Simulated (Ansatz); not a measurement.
Relaxed-ion elastic tensor of Si$_{2}$Ni (fluorite or antifluorite type, Fm-3m) in GPa (Voigt order), PBEsol in the plane-wave PAW code Ansatz; density 4.88 g/cm³, 13.04 Å³ per atom.

```
 199   141   141   0.0   0.0   0.0
 141   199   141   0.0   0.0   0.0
 141   141   199   0.0   0.0   0.0
 0.0   0.0   0.0  79.9   0.0   0.0
 0.0   0.0   0.0   0.0  79.9   0.0
 0.0   0.0   0.0   0.0   0.0  79.9
```

**Question.** Is the crystal mechanically stable?

**Answer.** Yes: the smallest eigenvalue of C is 57.9 GPa.

**Question.** Work out the Voigt, Reuss and Hill averages.

**Answer.** K_V = 160, K_R = 160, K_H = 160; G_V = 59.5, G_R = 46.9, G_H = 53.2 GPa.

**Question.** Give Young's modulus, Poisson's ratio, Pugh's ratio and the universal anisotropy index.

**Answer.** E = 9KG/(3K + G) = 144 GPa; ν = 0.35; K/G = 3.01 (ductile by the Pugh limit of 1.75); A_U = 5G_V/G_R + K_V/K_R − 6 = 1.35.

**Question.** Estimate the sound speeds and the Debye temperature.

**Answer.** v_l = √((K + 4G/3)/ρ) = 6880 m/s, v_t = √(G/ρ) = 3300 m/s, mean 3710 m/s; Θ = (h/k)(3n/4πV)^(1/3) v_m = 470 K.

**Question.** Give the Zener ratio and Young's modulus along [100], [110] and [111].

**Answer.** A = 2C44/(C11 − C12) = 2.76; 1/E = S11 − 2(S11 − S12 − S44/2)Γ with Γ = 0, 1/4, 1/3 gives 81.9, 149, 205 GPa.

The PBEsol relaxation kept the symmetry of its start. The workflow began spin-polarised and lost its moments. As this level gives no gap, shear constants depend on the k-mesh and smearing (Fermi–Dirac, 0.1 eV here).

Potentials: the later of the program's two PAW sets.
